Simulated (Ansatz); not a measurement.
GeMo (CsCl type, Pm-3m), plane-wave PAW PBEsol (Ansatz code), all energies at zero smearing, with the estimated change up to a 700 eV cutoff added, with one set of potentials and settings (totals compare only within such a set). Cell of 2 atoms (1 Mo, 1 Ge): -9150.897 eV.

```json
[
 {"element": "Mo", "reference phase": "Im-3m, 1 atoms in the cell", "E (eV/atom)": "-4897.5018"},
 {"element": "Ge", "reference phase": "Fd-3m, 2 atoms in the cell", "E (eV/atom)": "-4253.5039"}
]
```

Formation energy per atom, worked out: (-9150.897 − 1×(-4897.5018) − 1×(-4253.5039))/2 = 0.054 eV/atom (5 kJ per mol of atoms), at 0 K, without zero-point energy or fitted corrections.

A made-up cell: these elements were put on the sites of a structure type; neither database checked (COD, Materials Project) lists it. Whether it is the stable phase at ambient conditions was not checked. The cell was relaxed with PBEsol under the symmetry of its start; whether a distortion lowers the energy is not shown. No spin polarisation was allowed. The references are the lowest solids computed at this level, not always the standard phases.

Potentials: the earlier of the program's two PAW sets. The files were generated under PBE; for other functionals the program regenerates the frozen cores, and for LDA and PBEsol the local potential too.
